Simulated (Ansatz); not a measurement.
Relaxing a structure of La₂O₃

The start is a relaxed La2O3 cell, doubled along one cell vector, shaken by Gaussian noise of σ = 0.08 Å a coordinate. The structure is fully relaxed (lattice and positions, P = 0) with r2SCAN (plane waves to 500 eV, PAW, scalar-relativistic; Ansatz, an electronic-structure program). The first steps use a coarse 5×3×5 k-mesh.

The start:
```
La2O3
1.0
    2.99452     1.72888     2.88338
   -5.98903     3.45777     5.76677
    0.00000    -3.45777     2.88338
O La
6 4
Cartesian
 -1.68218   0.11939   4.28209
 -4.64633   1.88992   7.20757
  0.80935  -1.41191   4.35912
 -2.08102   0.08908   7.19124
  0.96441   1.48623   4.35670
 -2.25066   3.22709   7.18565
  0.01670   0.08436   2.49685
 -3.08560   1.70528   5.36333
 -0.13546  -0.01370   5.94858
 -2.93941   1.74333   8.94336
```

Initial pressure: +2.3 GPa (positive: the cell is compressed)
Largest initial force: 2.36 eV/Å, on La9 (atoms numbered as listed)
Relative to the parent: It relaxes back to the parent, R32 (No. 155)
Shortest distances (start → end): The closest pairs of elements (up to four, under 3.6 Å), start → end: La–O 2.28 → 2.39 Å; O–O 2.74 → 2.92 Å; La–La 3.38 → 3.54 Å
Optimiser moves: 5

It ends as:

Space group R32, hexagonal axes (No. 155); a = b = 5.989 Å, c = 8.651 Å, α = β = 90.00°, γ = 120.00°

```csv
atom,site,symmetry,x,y,z
O,9d,.2,0.2901,0.2901,0.0000
La,6c,3.,0.0000,0.0000,0.2101
```
(The calculation used a cell of 5 atoms; values per cell refer to that cell.)

Final values are on a 8×8×8 k-mesh of the relaxed cell. No spin polarisation in the result.

The relaxed structure here is a generated cell of La2O3: the first start was made by placing the elements on the sites of a structure type, and the end was not matched to a known phase here, so it may be hypothetical. Known forms of La2O3 include space group No. 164.
